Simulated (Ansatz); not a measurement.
PbSe in space group P-6m2 (No. 187; Pb on 1a, Se on 1f) at seven volumes, plane-wave PAW r²SCAN (Ansatz code), shape and atoms relaxed at each. One row is withheld.

```csv
V (Å³/atom),P (GPa)
27.116,4.95
28.010,3.13
28.904,?
29.798,0.00
30.692,-1.27
31.586,-2.33
32.480,-3.29
```

Task: Fit the shown pressures and predict the withheld one.

Result: P = (3/2)B₀(x^(7/2) − x^(5/2))[1 + (3/4)(B′ − 4)(x − 1)] with x = (V₀/V)^(2/3). Least squares on the six rows gives V₀ = 29.805 Å³/atom, B₀ = 44.6 GPa, B′ = 3.49. At V = 28.904, x = 1.0207 and P = 1.44 GPa. The run itself gave 1.46 GPa.

A made-up cell: these elements were put on the sites of a structure type; neither database checked (COD, Materials Project) lists it. It is not the phase usual at ambient conditions (space group No. 225). The r²SCAN relaxation kept the symmetry of its start; its stability against distortions is not shown here. Scalar-relativistic: spin–orbit coupling is off unless named, which matters more the heavier the elements.

Potentials: the later of the program's two PAW sets.
